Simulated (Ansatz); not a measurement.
Tl:
```cif
data_Tl4
_chemical_formula_sum 'Tl4'
_space_group_name_H-M_alt 'P 1'
_space_group_IT_number 1
_cell_length_a 3.47392
_cell_length_b 3.47392
_cell_length_c 11.24617
_cell_angle_alpha 90.000
_cell_angle_beta 90.000
_cell_angle_gamma 120.000
loop_
_space_group_symop_operation_xyz
  'x, y, z'
loop_
_atom_site_label
_atom_site_type_symbol
_atom_site_fract_x
_atom_site_fract_y
_atom_site_fract_z
_atom_site_occupancy
Tl1 Tl 0.00000 0.00000 0.00000 1
Tl2 Tl 0.00000 0.00000 0.50000 1
Tl3 Tl 0.33333 0.66667 0.25000 1
Tl4 Tl 0.66667 0.33333 0.75000 1
```

Relaxed with r²SCAN+D4 (plane waves, PAW; program Ansatz). Indices refer to the conventional cell of P6_3/mmc, a = 3.4739 Å, b = 3.4739 Å, c = 11.2462 Å, α = 90.00°, β = 90.00°, γ = 120.00°.

### Question
Simulate the powder diffraction pattern (Fe Kα, λ = 1.93735 Å; lines above 1 %) up to 2θ = 90°.

### Answer
Simulated powder pattern, Fe Kα, λ = 1.93735 Å (kinematic, ideal powder, no thermal factors, no anomalous dispersion; the 30 strongest lines at most, above 1 %, up to 2θ = 90°):

```tsv
2θ (°)	d (Å)	I/Imax (%)	hkl
37.57	3.009	7.8	(1 0 -1 0)
38.94	2.906	43	(1 0 -1 1)
40.31	2.812	35	(0004)
42.84	2.653	100	(1 0 -1 2)
48.77	2.346	23	(1 0 -1 3)
56.27	2.054	5.3	(1 0 -1 4)
65.06	1.801	11	(1 0 -1 5)
67.79	1.737	25	(1 1 -2 0)
75.02	1.591	22	(1 0 -1 6)
80.18	1.504	1.0	(2 0 -2 0)
81.04	1.491	6.0	(2 0 -2 1)
81.92	1.478	31	(1 1 -2 4)
83.61	1.453	17	(2 0 -2 2)
86.24	1.417	5.3	(1 0 -1 7)
87.11	1.406	4.7	(0008)
87.87	1.396	5.2	(2 0 -2 3)
```

The workflow started from a Materials Project entry (that database holds measured and hypothetical structures alike). Its sites differ from those of the usual phase in this space group: another stacking or structure type. The r²SCAN+D4 relaxation kept the symmetry of its start; its stability against distortions is not shown here. The pairwise dispersion correction was not fitted to metals. Axis ratios of metals converge slowly with the k-mesh, so a and c are less sure than the volume. Scalar-relativistic: spin–orbit coupling is off unless named, which matters more the heavier the elements.

Potentials: the later of the program's two PAW sets.
